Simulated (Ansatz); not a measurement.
Data:

NiGe:
```cif
data_GeNi
_chemical_formula_sum 'Ni1 Ge1'
_space_group_name_H-M_alt 'P 1'
_space_group_IT_number 1
_cell_length_a 2.97694
_cell_length_b 2.97694
_cell_length_c 2.97694
_cell_angle_alpha 90.000
_cell_angle_beta 90.000
_cell_angle_gamma 90.000
loop_
_space_group_symop_operation_xyz
  'x, y, z'
loop_
_atom_site_label
_atom_site_type_symbol
_atom_site_fract_x
_atom_site_fract_y
_atom_site_fract_z
_atom_site_occupancy
Ni1 Ni 0.00000 0.00000 0.00000 1
Ge1 Ge 0.50000 0.50000 0.50000 1
```

This is the PBE-relaxed structure.

All from DFT-PBE in the program Ansatz with PAW potentials, unless another level is named. Estimate the electronic character.

metallic (no gap).

Give the formation energy from the elements (no fitted shifts).

-56 meV/atom.

Next, the density of states at the Fermi level?

0.53 states/eV per atom (mean over ±0.08 eV).

What about the gap with spin–orbit coupling?

none (metallic).

Space group Pm-3m (CsCl type). A made-up cell: these elements were put on the sites of a structure type; neither database checked (COD, Materials Project) lists it. COD files the formula under space group No. 62, so this cell is another polymorph or a model. Whether it is the stable phase at ambient conditions was not checked. Symmetry was held in the PBE relaxation; whether a distortion lowers the energy is not shown. The workflow began spin-polarised and lost its moments. The references are the lowest solids computed at this level, not always the standard phases. Spin–orbit coupling is left out wherever it is not named.

Potentials: the earlier of the program's two PAW sets.
